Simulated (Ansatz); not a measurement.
Q: MoS2 in space group R3m (No. 160; Mo on 3a, S on 3a, S on 3a) is relaxed with the program Ansatz at the LDA level (PAW). What lattice parameters of the conventional cell result?

A: a = 3.126 Å, c = 17.973 Å.

Q: Give the free coordinates with the occupied sites.

A: In one choice of origin and axes:

```
atom  site  symmetry       x       y       z
----  ----  --------  ------  ------  ------
Mo      3a        3m  0.0000  0.0000  0.0002
S       3a        3m  0.0000  0.0000  0.5805
S       3a        3m  0.0000  0.0000  0.7532
```

Q: Is it a metal or does it have a gap at this level?

A: A gap of 0.70 eV, indirect.

Symmetry was held in the LDA relaxation; of distortions, only those at the zone centre were tested. No spin polarisation was allowed. A crystal of weakly bound layers computed without a dispersion correction: the cell and the soft elastic constants depend strongly on that. Spin–orbit coupling is left out wherever it is not named.

Potentials: the earlier of the program's two PAW sets.
